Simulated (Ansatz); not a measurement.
A trial structure of Ta2C3 was built thus: random cell by space group and Wyckoff sites (P4mm, No. 99). The dimensions are guesses.

```xyz
5
Lattice="4.1216 0.0000 0.0000 0.0000 4.1216 0.0000 0.0000 0.0000 4.9546" Properties=species:S:1:pos:R:3 pbc="T T T"
Ta    0.0000    0.0000    2.9300
Ta    0.0000    0.0000    0.7219
C     2.0608    0.0000    4.0029
C     0.0000    2.0608    4.0029
C     2.0608    2.0608    1.0870
```

These are results of DFT PBE, scalar-relativistic, plane waves, PAW in Ansatz 0.2.0, not measurements. Cutoff 420 eV, Gaussian smearing, Γ-centred meshes. Cell and atoms relax first on a coarse mesh and then on a finer one. In between, the cell is made exact in the group found at 0.06 Å. In metals the finer mesh still leaves noise of several meV/atom or more. The steps can't lower the symmetry of their start. No spin polarisation.

A guess keeps its type if space group and coordination stay and the shape of the cell changes little (axis ratios within about 15 %, angles within 6°); the volume may change.

**Question.** Does it keep its structure type, or change into something else?

**Answer.** It doesn't keep its type. The symmetry goes from P4mm (No. 99) to P4/mmm (No. 123). The volume per atom shrinks by 38.7 %, from 16.8 to 10.3 Å³. The shortest distance goes from 2.21 Å (Ta–Ta) to 2.09 Å (C–C). Counting neighbours within 15 % of an atom's shortest distance, the start has C 4/8, Ta 1/5 and the end C 8, Ta 8. In detail, at the end around Ta lie 4 C at 2.20 Å, 4 C at 2.47 Å, 1 Ta at 2.65 Å and 4 Ta at 2.95 Å; C on a site of symmetry mmm is surrounded by 4 C at 2.09 Å and 4 Ta at 2.20 Å; around C on a site of symmetry 4/mmm lie 8 Ta at 2.47 Å.

```cif
data_structure
_symmetry_space_group_name_H-M 'P4/mmm'
_symmetry_Int_Tables_number 123
_cell_length_a 2.9546
_cell_length_b 2.9546
_cell_length_c 5.9083
_cell_angle_alpha 90.000
_cell_angle_beta 90.000
_cell_angle_gamma 90.000
_cell_volume 51.58
loop_
_atom_site_label
_atom_site_type_symbol
_atom_site_symmetry_multiplicity
_atom_site_Wyckoff_symbol
_atom_site_fract_x
_atom_site_fract_y
_atom_site_fract_z
_atom_site_occupancy
Ta1 Ta 2 g 0.00000 0.00000 0.22457 1
C1 C 2 e 0.50000 0.00000 0.50000 1
C2 C 1 c 0.50000 0.50000 0.00000 1
```

Formation energies are uncorrected and refer to the elements' standard structures at the same level.

**Question.** At what energy does it end?

**Answer.** +0.59 eV/atom. A positive value: parting into the elements would lower its energy.

The last run used a 12×12×6 mesh (in the run's order of axes) for its 5-atom cell and Gaussian smearing of 0.10 eV. These runs have no spin–orbit coupling, which can matter for Ta. The reference form of C is held partly by dispersion forces, which this level lacks. A structure relaxed within its symmetry needn't be a true minimum.

In counts of neighbours, a slash parts the counts of unlike sites.
